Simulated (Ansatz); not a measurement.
A geometry of VPt$_{2}$ away from equilibrium: step 2 of the relaxation of a relaxed VPt2 cell, doubled along one cell vector, shaken by Gaussian noise of σ = 0.08 Å a coordinate. Calculation: PBEsol (plane waves to 420 eV, PAW, scalar-relativistic; Ansatz, a program for electronic structure). Γ-centred k-mesh 6×6×4 on the run's cell (coarser than for final values), Fermi–Dirac smearing 0.05 eV.

```
CELL_PARAMETERS angstrom
      5.29402    -0.00992     0.05830
     -0.00992     5.28436    -0.04409
      0.08578    -0.06487     7.87388
ATOMIC_POSITIONS crystal
  V  0.50365 0.49463 0.25279
  V  0.49789 0.48213 0.75107
  V  0.02148 0.03289 0.99809
  V  0.96479 0.96794 0.50834
  Pt 0.79409 0.82973 0.23243
  Pt 0.83854 0.78016 0.76033
  Pt 0.31902 0.69384 0.00834
  Pt 0.30682 0.68659 0.50550
  Pt 0.69388 0.32517 0.99640
  Pt 0.67054 0.30563 0.48807
  Pt 0.15248 0.20481 0.25782
  Pt 0.16179 0.20646 0.73130
```

Question: Predict the force on each atom, in eV/Å.

Answer: 
```tsv
atom	Fx	Fy	Fz
V1	-0.55	-0.10	-0.21
V2	0.13	0.47	0.15
V3	1.14	-0.19	-0.33
V4	-0.52	-0.93	-1.10
Pt5	-0.44	0.40	-0.17
Pt6	0.54	-0.84	0.88
Pt7	-0.24	0.04	-0.13
Pt8	0.20	-0.01	0.13
Pt9	0.25	0.32	-0.15
Pt10	0.61	-0.39	0.39
Pt11	-0.22	0.78	0.84
Pt12	-0.90	0.44	-0.31
```

Question: What is the pressure?

Answer: +1.6 GPa, compression positive.

No spin polarisation in the result.

The end of the path is a generated cell of VPt2: the first start was made by placing the elements on the sites of a structure type, and the end was not matched to a known phase here, so it may be hypothetical.
